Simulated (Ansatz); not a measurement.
A geometry of ZrO2 away from equilibrium: the start of the relaxation of a generated cell, ZrO2 built in the cotunnite structure type. Calculation: r2SCAN (plane waves to 500 eV, PAW, scalar-relativistic; Ansatz, a quantum-chemistry and plane-wave program). Γ-centred k-mesh 4×6×3 on the run's cell (coarser than for final values), Fermi–Dirac smearing 0.05 eV.

```xyz
12
Lattice="5.6548 0.0000 0.0000 0.0000 3.3647 0.0000 0.0000 0.0000 6.7121" Properties=species:S:1:pos:R:3 pbc="T T T"
Zr     4.1716     0.8412     3.9997
Zr     1.3442     0.8412     6.0684
Zr     1.4833     2.5235     2.7124
Zr     4.3107     2.5235     0.6437
O      3.5343     0.8412     6.1866
O      0.7069     0.8412     3.8816
O      2.1206     2.5235     0.5256
O      4.9480     2.5235     2.8305
O      2.9416     0.8412     2.2620
O      0.1142     0.8412     1.0941
O      2.7132     2.5235     4.4501
O      5.5406     2.5235     5.6180
```

**Question.** Predict the force on each atom, in eV/Å.

**Answer.** 
```json
[
 {"atom": "Zr1", "Fx": "1.13", "Fy": "0.00", "Fz": "0.44"},
 {"atom": "Zr2", "Fx": "1.13", "Fy": "0.00", "Fz": "-0.44"},
 {"atom": "Zr3", "Fx": "-1.13", "Fy": "0.00", "Fz": "-0.44"},
 {"atom": "Zr4", "Fx": "-1.13", "Fy": "0.00", "Fz": "0.44"},
 {"atom": "O5", "Fx": "1.25", "Fy": "0.00", "Fz": "-0.35"},
 {"atom": "O6", "Fx": "1.25", "Fy": "0.00", "Fz": "0.35"},
 {"atom": "O7", "Fx": "-1.25", "Fy": "0.00", "Fz": "0.35"},
 {"atom": "O8", "Fx": "-1.25", "Fy": "0.00", "Fz": "-0.35"},
 {"atom": "O9", "Fx": "-0.11", "Fy": "0.00", "Fz": "1.10"},
 {"atom": "O10", "Fx": "-0.11", "Fy": "0.00", "Fz": "-1.10"},
 {"atom": "O11", "Fx": "0.11", "Fy": "0.00", "Fz": "-1.10"},
 {"atom": "O12", "Fx": "0.11", "Fy": "0.00", "Fz": "1.10"}
]
```

**Question.** What is the pressure?

**Answer.** -9.3 GPa, compression positive.

**Question.** How far above the relaxed end point is this geometry?

**Answer.** 0.06 eV/atom; the path ends in Pnma (No. 62) (AFLOW prototype A2B_oP12_62_2c_c (C23, as in PbCl2)).

No spin polarisation in the result.

The run could not lose the symmetry of its start.

The first start was generated by placing the elements on the sites of a structure type. Materials Project lists a structure of ZrO2 in the same space group, Pnma (No. 62); the sites were not compared with it, nor with measured phases. Known forms of ZrO2 include space group No. 14, 137, 225.
